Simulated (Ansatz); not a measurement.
Ansatz (an electronic-structure program) input:

Ansatz 0.2 input:
```yaml
crystal:
  lattice:
    - [5.1700001043, 0.0, 0.0]
    - [0.0, 9.2586315288, 0.0]
    - [0.0, 0.0, 5.5038056801]
  atoms:
    - { symbol: Ti, position: [0.1376982001, 0.1289956914, 0.9082757407] }
    - { symbol: Ti, position: [0.6376982001, 0.3710043086, 0.0917242593] }
    - { symbol: Ti, position: [0.8623017999, 0.6289956914, 0.5917242593] }
    - { symbol: Ti, position: [0.3623017999, 0.8710043086, 0.4082757407] }
    - { symbol: Ti, position: [0.8623017999, 0.8710043086, 0.0917242593] }
    - { symbol: Ti, position: [0.3623017999, 0.6289956914, 0.9082757407] }
    - { symbol: Ti, position: [0.1376982001, 0.3710043086, 0.4082757407] }
    - { symbol: Ti, position: [0.6376982001, 0.1289956914, 0.5917242593] }
    - { symbol: O, position: [0.8169496656, 0.0102125227, 0.8517288296] }
    - { symbol: O, position: [0.3169496656, 0.4897874773, 0.1482711704] }
    - { symbol: O, position: [0.1830503344, 0.5102125227, 0.6482711704] }
    - { symbol: O, position: [0.6830503344, 0.9897874773, 0.3517288296] }
    - { symbol: O, position: [0.1830503344, 0.9897874773, 0.1482711704] }
    - { symbol: O, position: [0.6830503344, 0.5102125227, 0.8517288296] }
    - { symbol: O, position: [0.8169496656, 0.4897874773, 0.3517288296] }
    - { symbol: O, position: [0.3169496656, 0.0102125227, 0.6482711704] }
    - { symbol: O, position: [0.4639626868, 0.2298162961, 0.8916903362] }
    - { symbol: O, position: [0.9639626868, 0.2701837039, 0.1083096638] }
    - { symbol: O, position: [0.5360373132, 0.7298162961, 0.6083096638] }
    - { symbol: O, position: [0.0360373132, 0.7701837039, 0.3916903362] }
    - { symbol: O, position: [0.5360373132, 0.7701837039, 0.1083096638] }
    - { symbol: O, position: [0.0360373132, 0.7298162961, 0.8916903362] }
    - { symbol: O, position: [0.4639626868, 0.2701837039, 0.3916903362] }
    - { symbol: O, position: [0.9639626868, 0.2298162961, 0.6083096638] }
kpoints:
  mp_grid: { grid: [6, 3, 5] }
hamiltonian:
  xc: pbe
  pseudopotentials: { kind: paw }
scf:
  occupations: { method: fixed }
elastic: { mode: relaxed_ion, stencil: two_point, amplitude: 0.005, f_tol: 0.0005 }
```

Output (shortened):

```
Pseudopotential: Ti, paw, valence charge 12
Pseudopotential: O, paw, valence charge 6
Functional definition: PBE
Crystal: 24 atoms, lattice volume = 263.451 Å³
Basis set: ecut = 420 eV, 5145 PW (Γ), exchange–correlation on 72×128×80 points (8 copies of the dense FFT grid, shifted against one another)
Bands: 120, of which v1, the nominal top of the filled ones, is band 96 counted from 1 (95 counted from 0)
Symmetry: 8 space group operations
Space group: Pbca (ITA 61), of the structure as read, at distance tolerance 6.4e-5 Å
k-points: 24 of 90
SCF 1 converged in 13 iterations: F = -29109.644668 eV  dr2 = 2.97e-14
relax step   1: F+E_penalty+E_count = -29109.64466793 eV  Δ(F+E_penalty+E_count) = +0.000e0 eV  max|allowed force component| = 1.907e-3 eV/Å  Δτ_max = 0.0000 Å  (13 SCF iters, accepted)
Crystal: 24 atoms, lattice volume = 263.451 Å³
SCF 2 converged in 12 iterations: F = -29109.644672 eV  dr2 = 6.15e-14
relax step   2: F+E_penalty+E_count = -29109.64467236 eV  Δ(F+E_penalty+E_count) = -4.423e-6 eV  max|allowed force component| = 1.228e-3 eV/Å  Δτ_max = 0.0003 Å  (12 SCF iters, accepted)
Crystal: 24 atoms, lattice volume = 263.451 Å³
SCF 3 converged in 10 iterations: F = -29109.644674 eV  dr2 = 8.90e-15
relax step   3: F+E_penalty+E_count = -29109.64467402 eV  Δ(F+E_penalty+E_count) = -1.668e-6 eV  max|allowed force component| = 9.643e-4 eV/Å  Δτ_max = 0.0003 Å  (10 SCF iters, accepted)
Crystal: 24 atoms, lattice volume = 263.451 Å³
SCF 4 converged in 10 iterations: F = -29109.644675 eV  dr2 = 1.67e-14
relax step   4: F+E_penalty+E_count = -29109.64467527 eV  Δ(F+E_penalty+E_count) = -1.243e-6 eV  max|allowed force component| = 3.274e-4 eV/Å  Δτ_max = 0.0003 Å  (10 SCF iters, accepted)
Crystal: 24 atoms, lattice volume = 263.451 Å³
SCF 5 converged in 10 iterations: F = -29109.644675 eV  dr2 = 5.89e-16
Crystal: 24 atoms, lattice volume = 262.134 Å³
Basis set: ecut = 420 eV, 5117 PW (Γ), exchange–correlation on 72×128×80 points (8 copies of the dense FFT grid, shifted against one another)
SCF 6 converged in 14 iterations: F = -29109.636435 eV  dr2 = 5.49e-14
relax step   1: F+E_penalty+E_count = -29109.63643550 eV  Δ(F+E_penalty+E_count) = +0.000e0 eV  max|allowed force component| = 4.942e-2 eV/Å  Δτ_max = 0.0000 Å  (14 SCF iters, accepted)
Crystal: 24 atoms, lattice volume = 262.134 Å³
SCF 7 converged in 13 iterations: F = -29109.637244 eV  dr2 = 4.47e-14
relax step   2: F+E_penalty+E_count = -29109.63724399 eV  Δ(F+E_penalty+E_count) = -8.085e-4 eV  max|allowed force component| = 3.667e-2 eV/Å  Δτ_max = 0.0098 Å  (13 SCF iters, accepted)
Crystal: 24 atoms, lattice volume = 262.134 Å³
SCF 8 converged in 12 iterations: F = -29109.638409 eV  dr2 = 4.29e-14
relax step   3: F+E_penalty+E_count = -29109.63840852 eV  Δ(F+E_penalty+E_count) = -1.165e-3 eV  max|allowed force component| = 4.200e-3 eV/Å  Δτ_max = 0.0071 Å  (12 SCF iters, accepted)
Crystal: 24 atoms, lattice volume = 262.134 Å³
SCF 9 converged in 11 iterations: F = -29109.638420 eV  dr2 = 7.68e-15
relax step   4: F+E_penalty+E_count = -29109.63842035 eV  Δ(F+E_penalty+E_count) = -1.183e-5 eV  max|allowed force component| = 2.602e-3 eV/Å  Δτ_max = 0.0007 Å  (11 SCF iters, accepted)
Crystal: 24 atoms, lattice volume = 262.134 Å³
SCF 10 converged in 10 iterations: F = -29109.638424 eV  dr2 = 3.06e-14
relax step   5: F+E_penalty+E_count = -29109.63842418 eV  Δ(F+E_penalty+E_count) = -3.827e-6 eV  max|allowed force component| = 8.816e-4 eV/Å  Δτ_max = 0.0005 Å  (10 SCF iters, accepted)
Crystal: 24 atoms, lattice volume = 262.134 Å³
SCF 11 converged in 9 iterations: F = -29109.638425 eV  dr2 = 3.64e-14
[...]
  E_xc         = -1968.212682
  E_vxc        = -2492.345669  (∫ρ·V_xc dr)
  E_paw        = -10887.287918  (= ΣΔE_a)
  E_vpaw       = -1902.413413  (= ΣTr[D̂ρ^β])
  E_aug_tail   = 0.040191  (compensation charges beyond the density's cutoff)
  E_ewald      = -13898.286042
  E_smearing   =  0.000000  (= −TS)
  E_closure    = 0.000000  (closes the sum)
  Σ components = -29109.644675   (vs F -29109.644675, Δ=0.00e0)
--- Forces (eV/Å), atoms counted from 1 ---
  atom   1  Ti    -0.00018445     0.00005054    -0.00032736
  atom   2  Ti    -0.00018445    -0.00005054     0.00032736
  atom   3  Ti     0.00018445     0.00005054     0.00032736
  atom   4  Ti     0.00018445    -0.00005054    -0.00032736
  atom   5  Ti     0.00018445    -0.00005054     0.00032736
  atom   6  Ti     0.00018445     0.00005054    -0.00032736
  atom   7  Ti    -0.00018445    -0.00005054    -0.00032736
  atom   8  Ti    -0.00018445     0.00005054     0.00032736
  atom   9  O     -0.00010689     0.00006586    -0.00005753
  atom  10  O     -0.00010689    -0.00006586     0.00005753
  atom  11  O      0.00010689     0.00006586     0.00005753
  atom  12  O      0.00010689    -0.00006586    -0.00005753
  atom  13  O      0.00010689    -0.00006586     0.00005753
  atom  14  O      0.00010689     0.00006586    -0.00005753
  atom  15  O     -0.00010689    -0.00006586    -0.00005753
  atom  16  O     -0.00010689     0.00006586     0.00005753
  atom  17  O      0.00000250    -0.00008435     0.00014279
  atom  18  O      0.00000250     0.00008435    -0.00014279
  atom  19  O     -0.00000250    -0.00008435    -0.00014279
  atom  20  O     -0.00000250     0.00008435     0.00014279
  atom  21  O     -0.00000250     0.00008435    -0.00014279
  atom  22  O     -0.00000250    -0.00008435     0.00014279
  atom  23  O      0.00000250     0.00008435     0.00014279
  atom  24  O      0.00000250    -0.00008435    -0.00014279
  max |Σ_I F_I| component: 4.07e-19 eV/Å
--- Stress (GPa, compression-positive) ---
       -0.008805       0.000000       0.000000
        0.000000       0.001116       0.000000
        0.000000       0.000000       0.012688
  P = ⅓ Tr σ = 0.0017 GPa (0.017 kbar)
--- Band table (eV; the first three rows and the last of 24) ---
  k-point 0: bands = ["-48.5108", "-48.5020", "-48.4884", "-48.4836", "-48.4831", "-48.4797", "-48.4646", "-48.4642", "-24.9455", "-24.9217", "-24.9104", "-24.9007", "-24.8958", "-24.8343", "-24.8298", "-24.7929", "-24.7755", "-24.7536", "-24.7511", …
  k-point 1: bands = ["-48.5091", "-48.5014", "-48.4918", "-48.4896", "-48.4793", "-48.4748", "-48.4657", "-48.4648", "-24.9436", "-24.9243", "-24.9125", "-24.9072", "-24.8834", "-24.8261", "-24.8226", "-24.8109", "-24.7635", "-24.7606", "-24.7604", …
  k-point 2: bands = ["-48.5043", "-48.4993", "-48.4974", "-48.4961", "-48.4738", "-48.4699", "-48.4690", "-48.4666", "-24.9375", "-24.9252", "-24.9225", "-24.9172", "-24.8466", "-24.8284", "-24.8262", "-24.8044", "-24.7908", "-24.7636", "-24.7575", …
  k-point 23: bands = ["-48.4952", "-48.4952", "-48.4946", "-48.4946", "-48.4745", "-48.4745", "-48.4739", "-48.4739", "-24.9259", "-24.9259", "-24.9244", "-24.9244", "-24.8576", "-24.8576", "-24.8469", "-24.8469", "-24.7584", "-24.7584", "-24.7541", …
--- Elastic constants: 6 strain directions × 2 members + reference (group order 8) ---
  dense FFT box of the reference and of every strained cell: 36×64×40
  strains applied: 11, 22, 33, 23, 13, 12; error gains …
  reference relaxed by the batch: 4 steps …
  largest displacement 6.5e-4 Å; the constants are those of the deck's cell at these positions:
  atoms:
    - { symbol: Ti, position: [0.13780140475492778, 0.1289907634400506, 0.9082602963238658] }
    - { symbol: Ti, position: [0.6378014047549277, 0.37100923655994933, 0.09173970367613411] }
    - { symbol: Ti, position: [0.8621985952450721, 0.6289907634400504, 0.5917397036761342] }
    - { symbol: Ti, position: [0.3621985952450722, 0.8710092365599492, 0.40826029632386585] }
    - { symbol: Ti, position: [0.8621985952450721, 0.8710092365599492, 0.09173970367613411] }
    - { symbol: Ti, position: [0.3621985952450722, 0.6289907634400504, 0.9082602963238658] }
    - { symbol: Ti, position: [0.13780140475492778, 0.37100923655994933, 0.40826029632386585] }
    - { symbol: Ti, position: [0.6378014047549277, 0.1289907634400506, 0.5917397036761342] }
    - { symbol: O, position: [0.8170113225558269, 0.010191534784395244, 0.8516907876694009] }
    - { symbol: O, position: [0.3170113225558267, 0.4898084652156046, 0.1483092123305992] }
    - { symbol: O, position: [0.18298867744417324, 0.5101915347843952, 0.6483092123305992] }
    - { symbol: O, position: [0.6829886774441732, 0.9898084652156048, 0.35169078766940076] }
    - { symbol: O, position: [0.18298867744417324, 0.9898084652156048, 0.1483092123305992] }
    - { symbol: O, position: [0.6829886774441732, 0.5101915347843952, 0.8516907876694009] }
    - { symbol: O, position: [0.8170113225558269, 0.4898084652156046, 0.35169078766940076] }
    - { symbol: O, position: [0.3170113225558267, 0.010191534784395244, 0.6483092123305992] }
    - { symbol: O, position: [0.4640326735156713, 0.22977308660580478, 0.8917564166516765] }
    - { symbol: O, position: [0.9640326735156712, 0.27022691339419513, 0.1082435833483235] }
    - { symbol: O, position: [0.5359673264843287, 0.7297730866058046, 0.6082435833483234] }
    - { symbol: O, position: [0.035967326484328675, 0.7702269133941951, 0.39175641665167643] }
    - { symbol: O, position: [0.5359673264843287, 0.7702269133941951, 0.1082435833483235] }
    - { symbol: O, position: [0.035967326484328675, 0.7297730866058046, 0.8917564166516765] }
    - { symbol: O, position: [0.4640326735156713, 0.27022691339419513, 0.39175641665167643] }
    - { symbol: O, position: [0.9640326735156712, 0.22977308660580478, 0.6082435833483234] }
  C = ∂σ_k/∂η_j (tension-positive GPa; Voigt order 11 22 33 23 13 12):
       288.479    156.077    131.611      0.000      0.000      0.000
       156.037    284.477    138.008      0.000      0.000      0.000
       131.645    138.037    274.089      0.000      0.000      0.000
         0.000      0.000      0.000     67.166      0.000      0.000
         0.000      0.000      0.000      0.000     94.752      0.000
         0.000      0.000      0.000      0.000      0.000     93.539
  reference stress σ⁰ (GPa):      0.009     -0.001     -0.013      0.000      0.000      0.000
  moduli (Voigt/Reuss/Hill, GPa): K = 188.72/188.16/188.44   G = 79.18/77.12/78.15   E = 205.98   ν = 0.318
  mechanically stable: yes (min eigenvalue of sym C = 67.17 GPa)
  strain η (Voigt 11):  stress-route row diagonal C_11 = 288.48 GPa, energy-path curvature d²(F+E_count+ΔE)/dδ²/Ω₀ = 288.53 GPa
         δ    σ_11 (GPa)             F (eV)   n_scf  n_hpsi   n_pw
    -5.000e-3      -1.4399      -29109.6384246      10   45756   5147   relax 6 steps, max|allowed force component| 9.04e-5 eV/Å
     5.000e-3       1.4449      -29109.6383082      10   46775   5210   relax 6 steps, max|allowed force component| 7.62e-5 eV/Å
  strain η (Voigt 22):  stress-route row diagonal C_22 = 284.48 GPa, energy-path curvature d²(F+E_count+ΔE)/dδ²/Ω₀ = 284.72 GPa
         δ    σ_22 (GPa)             F (eV)   n_scf  n_hpsi   n_pw
    -5.000e-3      -1.4275      -29109.6384071      10   45362   5157   relax 6 steps, max|allowed force component| 8.39e-5 eV/Å
     5.000e-3       1.4173      -29109.6387259      10   46969   5198   relax 5 steps, max|allowed force component| 4.69e-4 eV/Å
  strain η (Voigt 33):  stress-route row diagonal C_33 = 274.09 GPa, energy-path curvature d²(F+E_count+ΔE)/dδ²/Ω₀ = 273.46 GPa
         δ    σ_33 (GPa)             F (eV)   n_scf  n_hpsi   n_pw
    -5.000e-3      -1.4167      -29109.6387743      10   46535   5144   relax 5 steps, max|allowed force component| 2.86e-4 eV/Å
     5.000e-3       1.3242      -29109.6392148      10   46413   5206   relax 4 steps, max|allowed force component| 3.27e-4 eV/Å
  strain η (Voigt 23):  stress-route row diagonal C_44 = 67.17 GPa, energy-path curvature d²(F+E_count+ΔE)/dδ²/Ω₀ = 67.06 GPa
         δ    σ_23 (GPa)             F (eV)   n_scf  n_hpsi   n_pw
    -5.000e-3      -0.3358      -29109.6432211      10   62259   5174   relax 7 steps, max|allowed force component| 6.61e-5 eV/Å
     5.000e-3       0.3358      -29109.6432211      10   62866   5174   relax 6 steps, max|allowed force component| 1.10e-4 eV/Å
  strain η (Voigt 13):  stress-route row diagonal C_55 = 94.75 GPa, energy-path curvature d²(F+E_count+ΔE)/dδ²/Ω₀ = 94.77 GPa
         δ    σ_13 (GPa)             F (eV)   n_scf  n_hpsi   n_pw
    -5.000e-3      -0.4738      -29109.6426598      10   61942   5174   relax 7 steps, max|allowed force component| 7.01e-5 eV/Å
     5.000e-3       0.4738      -29109.6426598      10   61852   5174   relax 5 steps, max|allowed force component| 1.02e-4 eV/Å
  strain η (Voigt 12):  stress-route row diagonal C_66 = 93.54 GPa, energy-path curvature d²(F+E_count+ΔE)/dδ²/Ω₀ = 93.42 GPa
         δ    σ_12 (GPa)             F (eV)   n_scf  n_hpsi   n_pw
    -5.000e-3      -0.4677      -29109.6426661      10   57978   5173   relax 6 steps, max|allowed force component| 1.01e-4 eV/Å
     5.000e-3       0.4677      -29109.6426661      10   57956   5173   relax 6 steps, max|allowed force component| 9.01e-5 eV/Å
```

Cost: very roughly 80 core-minutes on shared cores.

Symmetry was held in the PBE relaxation. No spin polarisation was allowed.

Potentials: the later of the program's two PAW sets.

Ansatz is a plane-wave DFT program.
